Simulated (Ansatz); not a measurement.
A relaxed structure of ZrO₂. Space group P4₂/nmc (No. 137). Calculation: r2SCAN (plane waves to 500 eV, PAW, scalar-relativistic; Ansatz, a quantum-chemistry and plane-wave program).

```xyz
6
Lattice="3.6013 0.0000 0.0000 0.0000 3.6013 0.0000 0.0000 0.0000 5.2279" Properties=species:S:1:pos:R:3 pbc="T T T"
Zr     0.0000     0.0000     0.0000
Zr     1.8007     1.8007     2.6140
O      0.0000     1.8007     1.5851
O      1.8007     0.0000     3.6428
O      0.0000     1.8007     4.1990
O      1.8007     0.0000     1.0289
```

### Question
Predict the band gap from r2SCAN.

### Answer
4.60 eV, indirect (valence top at k = (0.2222, 0.2222, 0), conduction bottom at Γ) (no spin-orbit coupling).

### Question
Estimate the smallest direct gap that r2SCAN returns for this input.

### Answer
4.71 eV at Γ.

No spin polarisation in the result.

The run could not lose the symmetry of its start.

It was reached from a disturbed copy of a Fm-3m (No. 225) cell (fluorite type), against which it lies -30 meV/atom.

The first start was generated by placing the elements on the sites of a structure type. A measured structure of ZrO2 has the same space group, P4₂/nmc (No. 137); the sites were not compared with it.
